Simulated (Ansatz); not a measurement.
LuPt3 (Cu3Au type, Pm-3m) under volume change, r²SCAN (plane waves, PAW; program Ansatz), scaled uniformly.

```tsv
V (Å³/atom)	E − E(relaxed) (meV/atom)	P (GPa)
15.124	102.5	24.18
15.623	42.6	14.60
16.121	10.0	6.63
16.620	0.0	0.00
17.118	8.9	-5.52
17.617	33.4	-10.12
18.116	71.0	-13.94
```

**Question.** What does a third-order Birch–Murnaghan fit give for V₀, B₀ and B′?

**Answer.** V₀ = 16.62 Å³/atom, B₀ = 201 GPa, B′ = 5.1.

The workflow started from an entry of the Crystallography Open Database (COD). Its standing as an ambient phase is unchecked. The r²SCAN relaxation kept the symmetry of its start; whether a distortion lowers the energy is not shown. The run is not spin-polarised. Spin–orbit coupling is left out wherever it is not named.

Potentials: the later of the program's two PAW sets.
